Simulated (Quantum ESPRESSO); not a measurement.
## Kohn-Sham bands of BaTiO₃ (P4mm)

```yaml
crystal:
  lattice:
    - [3.99038, 0.00000, 0.00000]
    - [0.00000, 3.99038, 0.00000]
    - [0.00000, 0.00000, 4.10266]
  atoms:
    - { symbol: Ba, position: [0.50000, 0.50000, 0.58254] }
    - { symbol: Ti, position: [0.00000, 0.00000, 0.10004] }
    - { symbol: O, position: [0.00000, 0.50000, 0.06422] }
    - { symbol: O, position: [0.50000, 0.00000, 0.06422] }
    - { symbol: O, position: [0.00000, 0.00000, 0.54897] }
```

Materials Project entry mp-5986; symmetrised, unrelaxed at this level. COD (Crystallography Open Database) has the formula in 5 space groups, this one among them (matched by group alone). Level: PBEsol, spinors with spin-orbit coupling; pw.x of Quantum ESPRESSO at 68 Ry with PseudoDojo potentials, 6×6×6 k-points, Wannier90. Density: 8×8×8 mesh, cold smearing 0.01 Ry.

Energies are relative to the valence-band maximum; weights are on the orthonormalised atomic waves of the pseudopotential files, averaged over the group. 40 electrons a cell are treated as valence.

```
bands  from (eV)  to (eV)  filling  weight on atomic waves
-----  ---------  -------  -------  ----------------------
1–2       -56.28   -56.28   filled                     ___
3–4       -33.13   -33.09   filled                     ___
5–8       -32.50   -32.40   filled                     ___
9–10      -24.77   -24.52   filled                     ___
11–16     -17.04   -15.80   filled                     ___
17–18     -11.87   -11.11   filled                     ___
19–22     -10.22    -9.03   filled                     ___
23–40      -4.54     0.00   filled                     ___
```

### Question
Which atomic shells make up each group?

### Answer

- 1–2, weight on atomic waves: Ti 3s 96 %
- 3–4, weight on atomic waves: Ti 3p 98 %
- 5–8, weight on atomic waves: Ti 3p 98 %
- 9–10, weight on atomic waves: Ba 5s 94 %
- 11–16, weight on atomic waves: O 2s 85 %, Ti 3d 5 %, Ti 4s 4 %
- 17–18, weight on atomic waves: Ba 5p 93 %
- 19–22, weight on atomic waves: Ba 5p 90 %, O 2p 6 %
- 23–40, weight on atomic waves: O 2p 82 %, Ti 3d 11 %

The Kohn-Sham gap over both meshes and the path is 1.81 eV.
